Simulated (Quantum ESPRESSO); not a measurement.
# Computed records: Zn4S3O (made-up cell)

All values are calculated (Quantum ESPRESSO 7.5). Calculation on a made-up crystal cell, not a measurement: periodic Kohn-Sham density functional theory in plane waves with PseudoDojo standard norm-conserving scalar-relativistic pseudopotentials, each functional with its own files (v0.5 for PBE, v0.4.1 for LDA and PBEsol), no spin polarisation, no spin-orbit coupling, atoms not relaxed, stress positive in tension, energies less a fixed whole-eV offset for each atom's element; levels are Kohn-Sham levels at fractions of this cell's reciprocal vectors, counted from the reference band (half the neutral cell's valence electrons, rounded up) at Gamma; error bars cover cutoff and k-mesh only, not smearing or the files; added strain carries the atoms with the cell, and shear is the tensor component; each bar is the largest change over components, and at least 0.002 eV, 0.002 eV per angstrom or 0.02 GPa; energies are for the whole cell, and the offsets were chosen from early runs and are not element reference energies.

Entry: Zn4S3O (made-up cell)

```
Zn4S3O
1.0
      3.9558     0.0000     0.0000
      0.0000     6.8516     0.0000
      0.0000     0.0000     6.4598
Zn S O S
4 2 1 1
Direct
  -0.03678 0.00001 0.00913
  0.53089 0.49243 -0.02649
  0.49646 0.17484 0.51378
  0.04818 0.65112 0.50749
  -0.00101 -0.02576 0.36261
  0.53180 0.49974 0.38572
  0.51577 0.18657 0.87526
  -0.01636 0.64938 0.87685
```

* lattice type: wurtzite
* functional: pbe
* cutoff: 1143 eV
* fermi dirac smearing: 0.025 eV
* scf tolerance: 1e-07 eV
* electrons removed: 0
* k mesh: 5 x 4 x 4, shifted by half a step
* free energy less offsets: 1.237 eV
* smearing term minus ts: 0 eV
* scf iterations: 12
* pressure: -7.653 GPa
* stress xx: 6.293 GPa
* stress yy: 8.635 GPa
* stress zz: 8.031 GPa
* stress yz: 0.5912 GPa
* stress xz: 1.156 GPa
* stress xy: -1.737 GPa
* reference band: 52
* error bar energy: 0.0037 eV
* error bar stress: 0.03927 GPa
* error bar force: 0.002 eV/Å
* error bar next band up: 0.002 eV
* error bars from: tighter rerun of a related cell

Atoms:
```tsv
atoms element	atom site	atom energy offset (eV)
Zn	1	-5687
Zn	2	-5687
Zn	3	-5687
Zn	4	-5687
S	5	-302
S	6	-302
O	7	-452
S	8	-302
```

Forces:
```tsv
site	x (eV/Å)	y (eV/Å)	z (eV/Å)
1	-0.4227	0.6821	-0.8999
2	-1.202	-1.769	0.3419
3	0.1228	-0.2803	0.6286
4	-0.4116	0.1036	-0.09855
5	0.1167	0.8824	0.9626
6	0.04077	-0.5277	-0.4153
7	0.3374	-0.2137	-0.2211
8	1.419	1.123	-0.2982
```

Levels:
```tsv
level k point	next band up (eV)
Gamma	0.9012
(1/2,1/2,1/2)	2.696
(0.15,0,0)	1.648
(0,0.15,0)	1.286
(0,0,0.15)	1.318
```
